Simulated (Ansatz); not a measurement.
**Computed properties of AlBN2**

AlBN₂:
```yaml
crystal:
  lattice:
    - [-2.05214, 2.05214, 3.84274]
    - [2.05214, -2.05214, 3.84274]
    - [2.05214, 2.05214, -3.84274]
  atoms:
    - { symbol: Al, position: [0.75000, 0.25000, 0.50000] }
    - { symbol: Al, position: [0.00000, 0.00000, 0.00000] }
    - { symbol: B, position: [0.25000, 0.75000, 0.50000] }
    - { symbol: B, position: [0.50000, 0.50000, 0.00000] }
    - { symbol: N, position: [0.18100, 0.12500, 0.55600] }
    - { symbol: N, position: [0.87500, 0.43100, 0.05600] }
    - { symbol: N, position: [0.56900, 0.62500, 0.44400] }
    - { symbol: N, position: [0.37500, 0.81900, 0.94400] }
```

Space group I-42d (No. 122), chalcopyrite; conventional cell a = b = 4.104 Å, c = 7.685 Å, α = β = γ = 90.00°.

Method: plane-wave PAW PBE (Ansatz code). The cell and atoms are relaxed at this level. Other levels are named where they apply.

**Cell and energy**

```json
{
 "volume_per_atom": "8.09 Å³",
 "density": "3.38 g/cm³",
 "Formation energy from the elements (no fitted shifts)": "-1033 meV/atom"
}
```

**Electronic structure**

```json
{
 "band_gap": "2.89 eV (direct)",
 "valence_band_maximum": "at Γ",
 "conduction_band_minimum": "at Γ",
 "electron_effective_mass": "0.36, 0.36, 0.44 mₑ (principal values)",
 "hole_effective_mass": "0.38, 0.90, 0.90 mₑ (principal values)"
}
```

**Mechanics**

```json
{
 "Bulk modulus (Birch–Murnaghan fit)": "258 GPa",
 "Pressure derivative B′": "3.6"
}
```

The start of the workflow was typed in or built on a structure type; neither database checked (COD, Materials Project) lists it. Whether it is the stable phase at ambient conditions was not checked. The cell was relaxed with PBE under the symmetry of its start; whether a distortion lowers the energy is not shown. The references are the lowest solids computed at this level, not always the standard phases (solids in place of the gases).

Potentials: the earlier of the program's two PAW sets.
